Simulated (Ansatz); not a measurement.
Space group R3:H (No. 146). a = 5.521 Å, b = 5.521 Å, c = 14.536 Å, α = 90.00°, β = 90.00°, γ = 120.00°
| atom | site | symmetry | x | y | z |
| --- | --- | --- | --- | --- | --- |
| Li | 9b | 1 | 0.6596 | 0.7150 | 0.2188 |
| Li | 9b | 1 | 0.3945 | 0.3480 | 0.1154 |
| Li | 3a | 3. | 0.3333 | 0.6667 | 0.0135 |
| Nb | 3a | 3. | 0.6667 | 0.3333 | 0.3325 |
| O | 9b | 1 | 0.6867 | 0.7218 | 0.0814 |
| O | 9b | 1 | 0.3718 | 0.3230 | 0.2521 |

Equation of state of this Li₇NbO₆ structure (not necessarily the ground state), with shape and atoms relaxed at each volume where symmetry leaves them free. All numbers below come from Ansatz 0.2.0, DFT PBEsol, scalar-relativistic, plane waves, PAW.

Plane waves to 420 eV, a k mesh through Γ of 6×6×6 on the computed 14-atom cell and Gaussian smearing (0.02 eV); no spin polarisation.

```json
{"V (Å³/atom)": "8.040", "E − E(largest V) (meV/atom)": "26.88", "P (GPa)": "16.42", "gap on mesh (eV)": "3.97"}
{"V (Å³/atom)": "8.314", "E − E(largest V) (meV/atom)": "3.29", "P (GPa)": "11.28", "gap on mesh (eV)": "3.93"}
{"V (Å³/atom)": "8.588", "E − E(largest V) (meV/atom)": "-12.15", "P (GPa)": "6.90", "gap on mesh (eV)": "3.89"}
{"V (Å³/atom)": "8.862", "E − E(largest V) (meV/atom)": "-20.68", "P (GPa)": "3.16", "gap on mesh (eV)": "3.85"}
{"V (Å³/atom)": "9.136", "E − E(largest V) (meV/atom)": "-23.29", "P (GPa)": "-0.01", "gap on mesh (eV)": "3.82"}
{"V (Å³/atom)": "9.410", "E − E(largest V) (meV/atom)": "-20.90", "P (GPa)": "-2.71", "gap on mesh (eV)": "3.78"}
{"V (Å³/atom)": "9.684", "E − E(largest V) (meV/atom)": "-14.29", "P (GPa)": "-4.98", "gap on mesh (eV)": "3.75"}
{"V (Å³/atom)": "10.050", "E − E(largest V) (meV/atom)": "0.00", "P (GPa)": "-7.42", "gap on mesh (eV)": "3.72"}
```

Q: Fit a third-order Birch–Murnaghan equation to E(V).

A: V0 = 9.14 Å³/atom, B0 = 97 GPa, B0' = 4.5.

The gaps are read on the mesh, which can miss the band edges, so they can be too wide.

Cost: 8 runs of about 36 core-minutes in all, on AMD EPYC 7R43 (Zen 3) (shared hosts).